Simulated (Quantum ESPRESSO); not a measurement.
Field gradients of BaTiO3 from PBE PAW (JTH datasets; density from pw.x of a modified build of Quantum ESPRESSO, gradients reconstructed from it by a script), 22.5 Ha, k-mesh 6×6×6 through Γ:

```yaml
crystal:
  lattice:
    - [3.99050, 0.00000, 0.00000]
    - [0.00000, 3.99050, 0.00000]
    - [0.00000, 0.00000, 4.04120]
  atoms:
    - { symbol: Ba, position: [0.00000, 0.00000, 0.00798] }
    - { symbol: Ti, position: [0.50000, 0.50000, 0.49210] }
    - { symbol: O, position: [0.50000, 0.50000, 0.03553] }
    - { symbol: O, position: [0.00000, 0.50000, 0.52469] }
    - { symbol: O, position: [0.50000, 0.00000, 0.52469] }
```
The cell was made here from an entry of the Crystallography Open Database (unchecked): atoms relaxed with PBE in the measured cell (PBE without dispersion, pw.x of Quantum ESPRESSO, symmetry kept).  Stability against distortions was not tested. The run has no spin polarisation.

Vzz is the sum of three terms, each taken along its main axis: the smooth valence density, the ions (nucleus and frozen core) with the augmentation charges of all other spheres, and the all-electron minus smooth density in the atom's own sphere. The split hangs on the datasets.  Cores are frozen. Against all-electron runs on small test molecules, this scheme's |Vzz| missed by −2 to +6 % on O. Ba, Ti had no test against all-electron runs. Spin–orbit coupling is left out, a limit on Ba.

| site | smooth valence density | ions and other spheres | own sphere | Vzz (a.u.) |
|---|---|---|---|---|
| Ba (atom 1) | 0.000 | -0.001 | ___ | ___ |
| Ti (atom 2) | -0.012 | 0.010 | ___ | ___ |
| O1 (atom 3) | -0.290 | 0.339 | ___ | ___ |
| O2 (atoms 4, 5) | -0.261 | 0.332 | ___ | ___ |

Question: Some entries are withheld; supply them.

Answer: 
- Ba (atom 1), own sphere: -0.072
- Ba (atom 1), Vzz (a.u.): -0.073
- Ti (atom 2), own sphere: 0.040
- Ti (atom 2), Vzz (a.u.): 0.037
- O1 (atom 3), own sphere: 0.109
- O1 (atom 3), Vzz (a.u.): 0.158
- O2 (atoms 4, 5), own sphere: 0.201
- O2 (atoms 4, 5), Vzz (a.u.): 0.272
